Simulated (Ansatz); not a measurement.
A: KTaO₃ (cubic perovskite), a = 3.985 Å, b = 3.985 Å, c = 3.985 Å, α = 90.00°, β = 90.00°, γ = 90.00°
B: CdSe (zinc blende), a = b = c = 6.082 Å, α = β = γ = 90.00°
C: AlNi (CsCl type), a = b = c = 2.8622 Å, α = β = γ = 90.00°
D: ScAl$_{3}$ (Cu3Au type), a = 4.072 Å, b = 4.072 Å, c = 4.072 Å, α = 90.00°, β = 90.00°, γ = 90.00°
E: Mg2Sn (antifluorite type, space group Fm-3m), a = b = c = 6.7460 Å, α = β = γ = 90.00°

Scan: energy against volume (even scaling of the relaxed cell, symmetry kept). One method and one kind of scan serve all of them; meshes and ranges differ. AlNi is run without spin polarisation. All were relaxed with their symmetry unable to fall. At this level the bands of Mg2Sn touch or barely overlap; measurements give the solid a gap. KTaO3 is run without spin polarisation. ScAl3 is run without spin polarisation. Spin-orbit coupling is left out.

**Question.** Order them by bulk modulus (fitted) (highest first) at the level PBEsol (plane waves to 420 eV, PAW, scalar-relativistic; Ansatz, an electronic-structure program).

**Answer.** A (203 GPa), C (173 GPa), D (91.7 GPa), B (52.0 GPa), E (43.5 GPa)

(Under strain, the slope of the energy per volume gives the stress and its curvature an elastic modulus.)
